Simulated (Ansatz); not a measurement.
MnIr (P4/mmm), clamped-ion strain scan

Theory: DFT PBEsol, scalar-relativistic, plane waves, PAW (Ansatz 0.2.0). Settings: plane waves to 420 eV, k-mesh 22×22×16 (Γ-centred), Gaussian smearing 0.15 eV. Spin–orbit coupling is left out, which matters for the heavy elements here. Collinear spins, started from moments 1.4, 0.0 μB in atom order; the magnetic state may not be the lowest. Energies are free energies at this smearing, counted from the undisturbed cell; pressure is positive in compression.

Reference structure (relaxed at this level; with this scan's settings it stands at -0.2 GPa; it needn't be the usual structure):

```
CELL_PARAMETERS angstrom
2.62433 0.00000 0.00000
0.00000 2.62433 0.00000
0.00000 0.00000 3.61451
ATOMIC_POSITIONS crystal
Mn 0.50000 0.50000 0.50000
Ir 0.00000 0.00000 0.00000
```

The cell is strained by ε times the Voigt pattern (0, 1, 0, 0, 0, 0) (xx, yy, zz, yz, xz, xy; engineering shear) with fractional coordinates fixed. The cell is metallic on the mesh throughout.

```csv
ε,ΔE (meV/atom),"stress summed along the pattern (GPa, tension positive)",pressure (GPa),moment (μB/cell)
-0.1500,960.2,?,94.1,0.00
-0.0750,188.2,-72.53,32.4,0.68
0.0000,0.0,0.30,-0.2,1.09
0.1125,176.7,26.43,-14.8,2.46
```

Q: Give the withheld values.

A: stress summed along the pattern (GPa, tension positive) at ε = -0.1500: -208.32.

Cost: 4 runs of about 5 core-minutes in all, on Intel Xeon 6975P-C (Granite Rapids) (shared hosts).